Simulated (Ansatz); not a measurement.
Values for one crystal, relaxed and computed with DFT-PBEsol in the program Ansatz with PAW potentials; other levels are named.

Volume per atom: 10.61 Å³
Electronic character: metallic (no gap)
Hill bulk and shear moduli: 214 and 97.6 GPa
Poisson's ratio: 0.30
Young's modulus: 254 GPa
Elastic constants (relaxed ions, GPa): C11 = 283, C12 = 180, C44 = 149
Density of states at the Fermi level: 0.99 states/eV per atom (mean over ±0.08 eV)

Task: Which of these materials gives this?
(A) AgPt3, Cu3Au type
(B) HfIr3, Cu3Au type
(C) LiAl3, Cu3Au type
(D) FeCo3, Cu3Au type

Result: D, FeCo3, Cu3Au type

Space group Pm-3m (Cu3Au type). The workflow started from a Materials Project entry (that database holds measured and hypothetical structures alike); the Crystallography Open Database copy checked does not list it. Whether it is the stable phase at ambient conditions was not checked. Symmetry was held in the PBEsol relaxation; its stability against distortions is not shown here. The final state is ferromagnetic, chosen from 5 collinear starts compared on coarse meshes (ties went to the first, and starts can fall back to one state), not a proven ground state. As this level gives no gap, shear constants depend on the k-mesh and smearing (Fermi–Dirac, 0.1 eV here).

Potentials: the later of the program's two PAW sets.
